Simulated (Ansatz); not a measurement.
# Li started on a Ca site next to Li started on a Ca site in cubic perovskite CsCaF3, 40 atoms, charge 0

Level of theory: Ansatz, DFT, PBEsol, PAW, plane waves.

Command:

```sh
ansatz run in.yaml --threads 8 --pin off --max-ram 118750MiB --runs-dir r --events-out ev --progress --plain --backend cuda --devices 0, --max-vram 170GiB
```

The input less its lattice and atoms (starting moments on atoms near the defect: 2 μB in all):

```yaml
crystal:
  symmetry: { detect: false }
kpoints:
  mp_grid: { grid: [1, 1, 1], shift: [0.25, 0.25, 0.25] }
hamiltonian:
  xc: pbesol
magnetization:
  spin_polarized: true
scf:
  occupations: { method: fermi_dirac, width: 0.01 }
relax:
  f_tol: 0.03
  max_steps: 80
  escape_saddle: false
  adjacent_minimum: "off"
output:
  forces: true
  eigenvalues: true
  populations: true
```

Start:

```xyz
40
Lattice="8.9888 0.0000 0.0000 0.0000 8.9888 0.0000 0.0000 0.0000 8.9888" Properties=species:S:1:pos:R:3 pbc="T T T"
Cs    8.9682    0.0133    8.9867
Cs    0.0112    8.9884    4.5333
Cs    0.0342    4.5010    8.9699
Cs    8.9877    4.5004    4.4978
Cs    4.4878    0.0246    8.9648
Cs    4.5075    8.9650    4.5097
Cs    4.4671    4.4864    0.0022
Cs    4.4875    4.4864    4.5069
Li    2.2440    2.2398    2.1969
Li    2.2857    2.2508    6.7510
Ca    2.2367    6.7092    2.2465
Ca    2.2401    6.7636    6.7277
Ca    6.7599    2.2579    2.2591
Ca    6.7178    2.2562    6.7391
Ca    6.7658    6.7555    2.2511
Ca    6.7136    6.7323    6.7365
F     2.2396    2.2790    8.9755
F     2.2445    2.2520    4.4875
F     2.2638    6.7632    8.9863
F     2.2634    6.7191    4.4936
F     6.7090    2.2559    0.0286
F     6.7329    2.2800    4.4931
F     6.7562    6.7325    8.9790
F     6.7236    6.7470    4.4959
F     8.9740    2.3128    2.2435
F     8.9666    2.2401    6.7565
F     8.9732    6.7379    2.2542
F     0.0438    6.7442    6.6972
F     4.5078    2.2553    2.2515
F     4.5245    2.2557    6.7300
F     4.4798    6.7636    2.2652
F     4.4832    6.7577    6.6996
F     2.2674    8.9778    2.2285
F     2.2527    0.0077    6.7706
F     2.2501    4.4657    2.2650
F     2.2609    4.5004    6.7571
F     6.7598    8.9873    2.2512
F     6.6883    0.0181    6.7537
F     6.7212    4.5009    2.2785
F     6.7312    4.5231    6.7436
```

Steps:

| step | energy less the first (eV) | largest force component (eV/Å) |
| --- | --- | --- |
| start | 0.000 | 0.436 |
| 1 | -0.199 | 0.272 |
| 2 | -0.253 | 0.039 |
| 3 | -0.256 | 0.062 |
| 4 | -0.261 | 0.073 |
| 5 | -0.265 | 0.052 |
| 6 | -0.271 | 0.021 |
| 7 | -0.271 | 0.021 |
| 8 | -0.276 | 0.114 |
| 9 | -0.282 | 0.062 |
| 10 | -0.294 | 0.071 |
| 11 | -0.303 | 0.038 |
| 12 | -0.307 | 0.029 |
| 13 | -0.307 | 0.051 |
| 14 | -0.309 | 0.025 |
| 15 | -0.309 | 0.025 |

A structure on the way, about -0.25 eV from the start:

```
Cs Li Ca F
1.0
     8.98883    0.00000    0.00000
     0.00000    8.98883    0.00000
     0.00000    0.00000    8.98883
Cs Li Ca F
8 2 6 24
Direct
  0.01035 0.01157 0.99781
  0.01061 0.01118 0.49807
  0.01180 0.48826 0.99976
  0.01195 0.48818 0.49986
  0.48765 0.01332 0.99969
  0.48751 0.01282 0.49972
  0.48983 0.49015 0.00148
  0.48965 0.49003 0.50100
  0.24977 0.25230 0.24502
  0.25033 0.25186 0.74737
  0.24999 0.75041 0.24984
  0.24984 0.74998 0.75006
  0.74990 0.25068 0.25017
  0.74995 0.25043 0.74980
  0.75006 0.75083 0.24981
  0.74972 0.75044 0.74981
  0.25002 0.25120 0.00434
  0.24978 0.25070 0.50538
  0.24964 0.75023 0.99997
  0.25056 0.74992 0.49989
  0.74961 0.25051 0.99998
  0.74988 0.25094 0.50001
  0.75069 0.75068 0.99984
  0.74917 0.75071 0.49982
  0.00518 0.25206 0.24958
  0.00518 0.25076 0.74990
  0.00147 0.75008 0.25017
  0.00101 0.75014 0.74852
  0.49421 0.25034 0.25103
  0.49470 0.25014 0.75133
  0.49865 0.75156 0.24967
  0.49846 0.75020 0.74995
  0.25054 0.00614 0.24944
  0.25096 0.00544 0.75023
  0.24934 0.49495 0.25107
  0.24870 0.49431 0.75207
  0.74956 0.00209 0.25001
  0.74892 0.00169 0.74939
  0.75001 0.49950 0.25013
  0.75120 0.49904 0.75023
```

End:

```
Cs Li Ca F
1.0
     8.98883    0.00000    0.00000
     0.00000    8.98883    0.00000
     0.00000    0.00000    8.98883
Cs Li Ca F
8 2 6 24
Direct
  0.01220 0.01320 0.99865
  0.01018 0.01047 0.49636
  0.00659 0.49028 0.99885
  0.00905 0.48441 0.49888
  0.48983 0.00716 0.99884
  0.48336 0.00986 0.49891
  0.50109 0.50197 0.99632
  0.49155 0.49221 0.49982
  0.27831 0.27903 0.20367
  0.27341 0.27414 0.78035
  0.24920 0.74277 0.24799
  0.24953 0.74463 0.74749
  0.74199 0.24994 0.24797
  0.74385 0.25031 0.74748
  0.75047 0.75119 0.24836
  0.75085 0.75160 0.74651
  0.25755 0.25802 0.99634
  0.23544 0.23635 0.57537
  0.24987 0.74915 0.99743
  0.24970 0.74269 0.49787
  0.74836 0.25084 0.99740
  0.74203 0.25024 0.49787
  0.75005 0.75055 0.99746
  0.74920 0.75020 0.49732
  0.99445 0.25212 0.24924
  0.99593 0.25242 0.75252
  0.00083 0.74679 0.24763
  0.00110 0.74805 0.74640
  0.48814 0.25307 0.24537
  0.49460 0.25528 0.75807
  0.49865 0.74820 0.24781
  0.49918 0.74972 0.74675
  0.25140 0.99521 0.24908
  0.25170 0.99670 0.75272
  0.25237 0.48892 0.24541
  0.25453 0.49535 0.75812
  0.74617 0.00155 0.24755
  0.74730 0.00185 0.74646
  0.74746 0.49939 0.24795
  0.74892 0.49994 0.74661
```

Self-consistency was reached.

Time: 18 s of wall time on one NVIDIA GB200 with 8 processor threads, on a host shared with other runs; peak host memory 1.8 GiB.

**Question.** How much energy did the relaxation gain, and which atom moved most?

**Answer.** 0.31 eV in 15 steps, from a start with small random displacements (the gain also holds any tilting of the ideal host); atom 18 (F) moved 0.71 Å, the median atom 0.06 Å (drift of the whole cell removed).

The moment started at 2 μB and ended at 2.0 μB; no other spin state is shown. The one k point has no symmetry partners, which can distort the end along one axis.
